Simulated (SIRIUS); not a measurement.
Band structure of NaCl (Fm-3m, 2 atoms in the cell; from Materials Project mp-22862, lattice scaled a little).

```yaml
crystal:
  lattice:
    - [0.00000, 2.78624, 2.78624]
    - [2.78624, 0.00000, 2.78624]
    - [2.78624, 2.78624, 0.00000]
  atoms:
    - { symbol: Na, position: [0.00000, 0.00000, 0.00000] }
    - { symbol: Cl, position: [0.50000, 0.50000, 0.50000] }
```

Method: PBE, PseudoDojo 0.5 standard norm-conserving PBE (tails mended) pseudopotentials (plane waves; SIRIUS 7.12.0).

Settings: parameters.ngridk = 8 8 8; parameters.xc_functionals = [XC_GGA_X_PBE, XC_GGA_C_PBE]; parameters.gk_cutoff = 9.381 1/bohr; parameters.pw_cutoff = 18.762 1/bohr; parameters.smearing = gaussian; parameters.smearing_width = 0.000734986 Ha; potentials = PseudoDojo 0.5 standard norm-conserving PBE (tails mended) pseudopotentials; parameters.electronic_structure_method = pseudopotential; parameters.num_bands = 14; parameters.num_mag_dims = 0; parameters.num_dft_iter = 100; parameters.energy_tol = 1e-07 Ha; parameters.density_tol = 1e-06; mixer.type = broyden2.

The structure comes from a collection of computed structures, made at another level of theory; the collection holds predicted forms beside known ones. Its lattice was then scaled.

### Question
Predict the gap along the standard path and the places of the band edges.

### Answer
The gap along the path is 5.25 eV, direct at Γ to within 0.01 eV.

Points are given in units of this cell's reciprocal vectors. Levels in eV from the top of the valence band on the path, bands 5 to 12:
```
point                      5      6      7      8     9     10     11     12
--------------------  ------  -----  -----  -----  ----  -----  -----  -----
Γ (0 0 0)             -12.74   0.00   0.00   0.00  5.25  11.08  11.08  11.13
X (0.5 0 0.5)         -12.32  -1.75  -0.63  -0.63  7.62   8.03  11.58  15.11
W (0.5 0.25 0.75)     -12.30  -1.26  -1.26  -0.80  8.95   9.77   9.77  11.50
K (0.375 0.375 0.75)  -12.31  -1.49  -1.18  -0.52  8.29   9.12  10.72  12.86
L (0.5 0.5 0.5)       -12.37  -2.03  -0.28  -0.28  7.32  10.93  10.98  10.98
U (0.625 0.25 0.625)  -12.31  -1.49  -1.18  -0.52  8.29   9.12  10.72  12.86
```

“Tails mended”: in these copies of the files the far tail of each local potential was reset to the Coulomb form.
